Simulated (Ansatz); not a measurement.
Question: Each is relaxed and computed with the program Ansatz at the HSE06 level (PAW). Which alone has a direct gap?
A. BaZrO3, cubic perovskite
B. PbF2, fluorite
C. SrZrO3, cubic perovskite
D. CsPbCl3, cubic perovskite

Answer: D, CsPbCl3, cubic perovskite. CsPbCl3: gap 2.86 eV (direct); PbF2: gap 5.74 eV (indirect); SrZrO3: gap 4.89 eV (indirect); BaZrO3: gap 4.72 eV (indirect). Not the usual ambient phase: CsPbCl3, cubic perovskite. Standing as an ambient phase not checked: SrZrO3, cubic perovskite. All cells were relaxed under the symmetry of their starts (and spin orders); stability against distortions was not tested throughout. Rows with no word on spin ran without spin polarisation. Scalar-relativistic: spin–orbit coupling is off unless named, which matters more the heavier the elements.

Potentials: the later of the program's two PAW sets.
